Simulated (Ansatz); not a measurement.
## Structures of Cs₂B₃: which is lowest?

Plane-wave DFT in Ansatz with scalar-relativistic PAW potentials, cutoff 420 eV, Γ-centred meshes chosen by cell and gap, Gaussian smearing with energies taken to zero width. Every cell was relaxed (cell and atoms) in a run of its own, within the symmetry of its start. Functional: PBE.

Relaxed structures (starts from databases or built by putting these elements on another compound's sites):
A. P4/mbm, 10 atoms in the computed cell, a = 9.567 Å, c = 3.468 Å; sites (symmetry × multiplicity) Cs m.2m × 4, B 4/m.. × 2 + m.2m × 4; start: built
B. P-3m1, 5 atoms in the computed cell, a = 3.353 Å, c = 11.030 Å; sites (symmetry × multiplicity) Cs 3m. × 2, B -3m. × 1 + 3m. × 2; start: built

Problem. Rank them by energy. Could pressure change the order?

Solution.
```tsv
structure	group	E − E(lowest) (meV/atom)	V (Å³/atom)	gap on mesh (eV)
B	P-3m1	0.0	21.48	0.00
A	P4/mbm	421	31.74	0.00
```

B is lowest, 421 meV/atom under A. The lowest is also the densest of these, so pressure wouldn't bring one of the others in at first order. Other structures may lie lower than all of these, and vibrations aren't counted.

Spin-orbit coupling is left out, which matters for the bands of heavy elements.